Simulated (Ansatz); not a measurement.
Theory: DFT PBE, scalar-relativistic, plane waves, PAW in Ansatz. Settings: cutoff 420 eV, Γ-centred meshes spaced at most about 0.3 Å⁻¹, and about 0.25 Å⁻¹ or finer for metals (2π included), Gaussian smearing. No spin polarisation in the final relaxations.

These are static total energies at zero pressure.

Two forms of In2Te2O were relaxed alike.

A.

```xyz
5
Lattice="4.4855 0.0000 0.0000 -2.2427 3.8845 0.0000 0.0000 0.0000 7.2986" Properties=species:S:1:pos:R:3 pbc="T T T"
In    2.2427    1.2948    2.5979
In    0.0000    2.5897    4.7007
Te    2.2427    1.2948    5.9715
Te    0.0000    2.5897    1.3271
O     0.0000    0.0000    0.0000
```

B.

```xyz
5
Lattice="-2.4986 2.4986 6.4447 2.4986 -2.4986 6.4447 2.4986 2.4986 -6.4447" Properties=species:S:1:pos:R:3 pbc="T T T"
In    2.4986    0.0000    3.2223
In    0.0000    2.4986    3.2223
Te    0.0000    0.0000    8.0963
Te    0.0000    0.0000    4.7931
O     0.0000    0.0000    0.0000
```

Problem. Which is lower in energy, and by how much?

Solution. A is lower, by 299 meV/atom. A has space group P-3m1 (No. 164), 25.4 Å³/atom and no gap on its mesh; B has space group I4/mmm (No. 139), 32.2 Å³/atom and no gap. Counting O or Te atoms around In (for each partner element, those within 1.25 times its shortest distance or 1.15 times the sum of covalent radii, where it is the nearest in units of that sum or under 1.3; a plus sign parts groups by distance over the sum of covalent radii), A has In 3+1 and B has In 4. The denser one is the lower, and pressure would at first widen the difference. Even the lower one lies +0.10 eV/atom against the reference forms of the elements (uncorrected), a margin that errors in the energy of the gaseous reference can exceed. Both come from invented guesses. A third cell relaxed alike, in I4/mmm, lies 244 meV/atom below the lower of the two.

Spin–orbit coupling, which can matter for Te, is left out. The zero gap of P-3m1 may come from the functional, which often closes small gaps. O stands nearly free of neighbours here, and without spin polarisation the energy of such atoms comes out too high. A magnetic state wasn't ruled out in cells without spin, among them I4/mmm. Cells relaxed within their symmetry can be saddle points.
